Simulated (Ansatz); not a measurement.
Bi$_{2}$Se$_{3}$ (Bi2Te3 type, space group R-3m)

```yaml
crystal:
  lattice:
    - [2.07230, 1.19644, 9.75526]
    - [-2.07230, 1.19644, 9.75526]
    - [0.00000, -2.39289, 9.75526]
  atoms:
    - { symbol: Bi, position: [0.39938, 0.39938, 0.39938] }
    - { symbol: Bi, position: [0.60062, 0.60062, 0.60062] }
    - { symbol: Se, position: [0.00000, 0.00000, 0.00000] }
    - { symbol: Se, position: [0.21420, 0.21420, 0.21420] }
    - { symbol: Se, position: [0.78580, 0.78580, 0.78580] }
```

In each cell atom 4 (Se, nearest neighbour Bi at 2.853 Å; its periodic images, 4.1 Å or more away, move with it) moves by s·(0.000, 0.839, 0.545) (towards the nearest neighbour), the rest being held.

Calculation: r2SCAN+rVV10 (plane waves to 500 eV, PAW, scalar-relativistic; Ansatz, an electronic-structure program). k mesh 8×8×8 (Γ-centred), Fermi-Dirac smearing 0.05 eV. The energy includes the smearing's −TS. Bi2Se3 was relaxed with its symmetry unable to fall. Spin-orbit coupling is left out, though Bi is heavy. ΔE is measured from the undisplaced structure.

| s (Å) | ΔE (meV/cell) |
|---|---|
| -0.570 | 496 |
| -0.456 | 344 |
| -0.342 | 211 |
| -0.228 | 103 |
| -0.114 | 28 |
| 0.000 | 0 |
| 0.114 | 35 |
| 0.228 | 154 |
| 0.342 | 388 |
| 0.456 | 781 |
| 0.570 | 1403 |

### Question
What force constant k = d²E/ds² at s = 0 does the table give?

### Answer
4.8 eV/Å². It is the second difference of the nearest points, corrected with the next pair.

### Question
With k = 4.80 eV/Å² from the forces, is the well harmonic out to s = 0.570 Å?

### Answer
½ks² = 780 meV/cell against the computed 1403 meV/cell, so the well is stiffer than harmonic there.

(A displaced cell: forces are minus the slopes of the energy, force constants its curvatures, and phonons follow from these.)
